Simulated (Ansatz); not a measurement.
The start is a generated cell, Nb built in the AFLOW prototype A_hR12_166_2h (as in B). The cell and all atomic positions are relaxed at zero pressure with r2SCAN (plane waves to 500 eV, PAW, scalar-relativistic; Ansatz, an electronic-structure program). First-step values are on the input's coarse k-mesh.

Ansatz input (later rounds restart from its end on a renewed k-mesh):
Ansatz 0.2 input:
```yaml
crystal:
  lattice:
    - [3.3161832, 1.9145993, 5.6601193]
    - [-3.3161832, 1.9145993, 5.6601193]
    - [0, -3.8291985, 5.6601193]
  atoms:
    - { symbol: Nb, position: [0.0104, 0.65729, 0.0104] }
    - { symbol: Nb, position: [0.0104, 0.0104, 0.65729] }
    - { symbol: Nb, position: [0.65729, 0.0104, 0.0104] }
    - { symbol: Nb, position: [0.9896, 0.34271, 0.9896] }
    - { symbol: Nb, position: [0.9896, 0.9896, 0.34271] }
    - { symbol: Nb, position: [0.34271, 0.9896, 0.9896] }
    - { symbol: Nb, position: [0.2206, 0.6323, 0.2206] }
    - { symbol: Nb, position: [0.2206, 0.2206, 0.6323] }
    - { symbol: Nb, position: [0.6323, 0.2206, 0.2206] }
    - { symbol: Nb, position: [0.7794, 0.3677, 0.7794] }
    - { symbol: Nb, position: [0.7794, 0.7794, 0.3677] }
    - { symbol: Nb, position: [0.3677, 0.7794, 0.7794] }
basis: { ecutwfc: 500, ecutrho_ratio: 4, xc_grid: 4, fft_grid_basis: typed }
kpoints: { mp_grid: { grid: [5, 5, 5] } }
hamiltonian:
  xc: r2scan
  dispersion: none
  pseudopotentials: { kind: paw }
scf: { occupations: { method: fermi_dirac, width: 0.05 } }
relax: { f_tol: 0.01, max_steps: 100, cell: { stress_tol: 0.02 } }
output: { forces: true, stress: true }
```

```yaml
Shortest distances (start → end): "The closest pairs of elements (up to four, under 3.6 Å), start → end: Nb–Nb 2.31 → 2.70 Å"
optimiser_moves: 34
```

Final structure:

```cif
data_Nb36
_chemical_formula_sum 'Nb36'
_space_group_name_H-M_alt 'R-3m :H'
_space_group_IT_number 166
_space_group_name_Hall '-R 3 2"'
_cell_length_a 5.56546
_cell_length_b 5.56546
_cell_length_c 28.86686
_cell_angle_alpha 90.000
_cell_angle_beta 90.000
_cell_angle_gamma 120.000
loop_
_atom_site_label
_atom_site_type_symbol
_atom_site_symmetry_multiplicity
_atom_site_Wyckoff_symbol
_atom_site_fract_x
_atom_site_fract_y
_atom_site_fract_z
_atom_site_occupancy
Nb1 Nb 18 h 0.33545 0.16772 0.11992 1
Nb2 Nb 18 h 0.16818 0.33637 0.04066 1
```
(The calculation used a cell of 12 atoms; values per cell refer to that cell.)

Final values are on a 8×8×8 k-mesh of the relaxed cell. The start holds a very short contact (Nb–Nb 2.31 Å). No spin polarisation in the result.

The run could not lose the symmetry of its start, so the end can be a saddle point.

The relaxed structure here is a generated cell of Nb: the first start was made by placing the elements on the sites of a structure type, and the end was not matched to a known phase here, so it may be hypothetical. Known forms of Nb include space group No. 229.
